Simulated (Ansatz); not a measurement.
Total density of states per atom from PBE in the plane-wave PAW code Ansatz, in 0.25 eV bins, energy from the Fermi level:

(E (eV), states/eV/atom): (-7.85, 0.11); (-7.60, 0.12); (-7.35, 0.12); (-7.10, 0.16); (-6.85, 0.29); (-6.60, 0.41); (-6.35, 0.47); (-6.10, 0.53); (-5.85, 0.53); (-5.60, 0.74); (-5.35, 0.60); (-5.10, 1.02); (-4.85, 1.50); (-4.60, 0.50); (-4.35, 0.20); (-4.10, 0.12); (-3.85, 0.29); (-3.60, 0.35); (-3.35, 0.48); (-3.10, 0.78); (-2.85, 0.69); (-2.60, 0.83); (-2.35, 0.76); (-2.10, 0.79); (-1.85, 0.51); (-1.60, 0.52); (-1.35, 0.40); (-1.10, 0.33); (-0.85, 0.43); (-0.60, 0.55); (-0.35, 0.68); (-0.10, 0.72); (0.15, 0.65); (0.40, 0.76); (0.65, 0.72); (0.90, 0.59); (1.15, 1.04); (1.40, 0.90); (1.65, 0.64); (1.90, 0.63); (2.15, 0.66); (2.40, 0.44); (2.65, 0.45); (2.90, 0.52); (3.15, 0.44); (3.40, 0.47); (3.65, 0.71); (3.90, 0.61); (4.15, 0.60); (4.40, 0.57); (4.65, 0.58)

Pick the material that matches.
A) InMo2C, P6_3/mmc (In on 2d, Mo on 4f, C on 2a)
B) MoSe2, P6_3/mmc (Mo on 2c, Se on 4f)
C) WSe2, P6_3/mmc (W on 2c, Se on 4f)
D) InSe, P6_3/mmc (In on 4f, Se on 4f)

A, InMo2C, P6_3/mmc (In on 2d, Mo on 4f, C on 2a). Within 0.5 eV of the Fermi level: Mo 4d 83 %, In 5p 6 %. Projections are on Löwdin-orthogonalised atomic valence shells; empty p or d shells of many metals are not among them.

The start of the workflow was typed in or built on a structure type; neither database checked (COD, Materials Project) lists it. Whether it is the stable phase at ambient conditions was not checked. The PBE relaxation kept the symmetry of its start; whether a distortion lowers the energy is not shown. No spin polarisation was allowed. Spin–orbit coupling is left out wherever it is not named.

Potentials: the earlier of the program's two PAW sets.
